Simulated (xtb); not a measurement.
xtb single point, GFN2-xTB, vacuum, on hexafluoropropene, C3F6 (SMILES FC(F)=C(F)C(F)(F)F), charge 0, multiplicity 1.

```
xtb m.xyz --gfn 2 --chrg 0 --uhf 0 --norestart --sp

9

F     -2.212868     0.239731    -0.016132
C     -1.038913    -0.345305    -0.016462
F     -1.157519    -1.650245    -0.016245
C      0.120584     0.311800    -0.017143
F      0.133518     1.650245    -0.016013
C      1.502401    -0.310597    -0.016628
F      2.190237     0.035857     1.073859
F      1.449419    -1.640724    -0.048614
F      2.212868     0.087303    -1.073859
```

The program's output:

```

          ...................................................
          :                      SETUP                      :
          :.................................................:
          :  # basis functions                  36          :
          :  # atomic orbitals                  36          :
          :  # shells                           18          :
          :  # electrons                        54          :
          :  max. iterations                   250          :
          :  Hamiltonian                  GFN2-xTB          :
          :  restarted?                      false          :
          :  GBSA solvation                  false          :
          :  PC potential                    false          :
          :  electronic temp.          300.0000000     K    :
          :  accuracy                    1.0000000          :
          :  -> integral cutoff          0.2500000E+02      :
          :  -> integral neglect         0.1000000E-07      :
          :  -> SCF convergence          0.1000000E-05 Eh   :
          :  -> wf. convergence          0.1000000E-03 e    :
          :  Broyden damping             0.4000000          :
          :  net charge                          0          :
          :  unpaired electrons                  0          :
          ...................................................

 iter      E             dE          RMSdq      gap      omega  full diag
   1    -34.8387315 -0.348387E+02  0.559E+00    5.17       0.0  T
   2    -34.8932518 -0.545203E-01  0.305E+00    4.68       1.0  T
   3    -34.8943608 -0.110900E-02  0.191E+00    4.88       1.0  T
   4    -34.9025800 -0.821918E-02  0.698E-01    4.79       1.0  T
   5    -34.9045104 -0.193049E-02  0.775E-02    4.81       1.0  T
   6    -34.9045152 -0.474423E-05  0.385E-02    4.80       1.0  T
   7    -34.9045160 -0.840971E-06  0.990E-03    4.80       3.4  T
   8    -34.9045162 -0.195678E-06  0.209E-03    4.81      15.9  T
   9    -34.9045163 -0.286146E-07  0.403E-04    4.81      82.6  T
  10    -34.9045163 -0.346603E-09  0.932E-05    4.81     357.8  T

   *** convergence criteria satisfied after 10 iterations ***

         #    Occupation            Energy/Eh            Energy/eV
      -------------------------------------------------------------
         1        2.0000           -0.9239835             -25.1429
       ...           ...                  ...                  ...
        21        2.0000           -0.5798946             -15.7797
        22        2.0000           -0.5783171             -15.7368
        23        2.0000           -0.5742861             -15.6271
        24        2.0000           -0.5728198             -15.5872
        25        2.0000           -0.5717166             -15.5572
        26        2.0000           -0.5328579             -14.4998
        27        2.0000           -0.4923271             -13.3969 (HOMO)
        28                         -0.3157361              -8.5916 (LUMO)
        29                         -0.0780111              -2.1228
        30                         -0.0593778              -1.6158
        31                          0.0247192               0.6726
        32                          0.0583972               1.5891
       ...                                ...                  ...
        36                          0.5092898              13.8585
      -------------------------------------------------------------
                  HL-Gap            0.1765910 Eh            4.8053 eV
             Fermi-level           -0.4040316 Eh          -10.9943 eV


         :::::::::::::::::::::::::::::::::::::::::::::::::::::
         ::                     SUMMARY                     ::
         :::::::::::::::::::::::::::::::::::::::::::::::::::::
         :: total energy             -34.769317296042 Eh    ::
         :: gradient norm              0.000043791488 Eh/a0 ::
         :: HOMO-LUMO gap              4.805285651644 eV    ::
         ::.................................................::
         :: SCC energy               -34.904512978533 Eh    ::
         :: -> isotropic ES            0.068903953484 Eh    ::
         :: -> anisotropic ES          0.008273941585 Eh    ::
         :: -> anisotropic XC         -0.036214262538 Eh    ::
         :: -> dispersion             -0.005195436058 Eh    ::
         :: repulsion energy           0.135195682491 Eh    ::
         :: add. restraining           0.000000000000 Eh    ::
         :: total charge              -0.000000000000 e     ::
         :::::::::::::::::::::::::::::::::::::::::::::::::::::

           -------------------------------------------------
          |                Property Printout                |
           -------------------------------------------------

    * Orbital Energies and Occupations

         #    Occupation            Energy/Eh            Energy/eV
      -------------------------------------------------------------
[... lines cut ...]
        25        2.0000           -0.5717166             -15.5572
        26        2.0000           -0.5328579             -14.4998
        27        2.0000           -0.4923271             -13.3969 (HOMO)
        28                         -0.3157361              -8.5916 (LUMO)
        29                         -0.0780111              -2.1228
        30                         -0.0593778              -1.6158
        31                          0.0247192               0.6726
        32                          0.0583972               1.5891
        33                          0.0782111               2.1282
        34                          0.1205930               3.2815
        35                          0.2873594               7.8194
        36                          0.5092898              13.8585
      -------------------------------------------------------------
                  HL-Gap            0.1765910 Eh            4.8053 eV
             Fermi-level           -0.4040316 Eh          -10.9943 eV

     #   Z          covCN         q      C6AA      α(0)
     1   9 F        0.789    -0.123    10.472     3.823
     2   6 C        2.555     0.331    21.426     7.566
     3   9 F        0.789    -0.131    10.543     3.835
     4   6 C        2.749     0.094    25.885     8.331
     5   9 F        0.788    -0.146    10.695     3.863
     6   6 C        3.331     0.499    17.190     6.577
     7   9 F        0.791    -0.173    10.958     3.910
     8   9 F        0.791    -0.179    11.024     3.922
     9   9 F        0.792    -0.172    10.951     3.909

 Mol. C6AA /au·bohr⁶  :       1106.456927
 Mol. C8AA /au·bohr⁸  :      23905.647059
 Mol. α(0) /au        :         45.736847

Wiberg/Mayer (AO) data.
largest (>0.10) Wiberg bond orders for each atom

 ---------------------------------------------------------------------------
     #   Z sym  total        # sym  WBO       # sym  WBO       # sym  WBO
 ---------------------------------------------------------------------------
     1   9 F    1.211 --     2 C    1.029
     2   6 C    3.856 --     4 C    1.678     1 F    1.029     3 F    1.027
     3   9 F    1.203 --     2 C    1.027
     4   6 C    3.885 --     2 C    1.678     5 F    1.003     6 C    0.938
     5   9 F    1.153 --     4 C    1.003
     6   6 C    3.872 --     8 F    0.967     9 F    0.964     7 F    0.963
                             4 C    0.938
     7   9 F    1.102 --     6 C    0.963
     8   9 F    1.095 --     6 C    0.967
     9   9 F    1.103 --     6 C    0.964
 ---------------------------------------------------------------------------


molecular dipole:
                 x           y           z       tot (Debye)
 q only:       -0.375      -0.042      -0.002
   full:       -0.412      -0.044      -0.002       1.054
molecular quadrupole (traceless):
                xx          xy          yy          xz          yz          zz
 q only:       -2.042       0.285      -0.989       0.008      -0.000       3.031
  q+dip:       -1.344       0.586      -3.323       0.011      -0.000       4.667
   full:       -2.298       0.347      -2.779       0.012       0.001       5.077

           -------------------------------------------------
          | TOTAL ENERGY              -34.769317296042 Eh   |
          | GRADIENT NORM               0.000043791488 Eh/α |
          | HOMO-LUMO GAP               4.805285651644 eV   |
           -------------------------------------------------
```

The total energy is -946.12 eV.
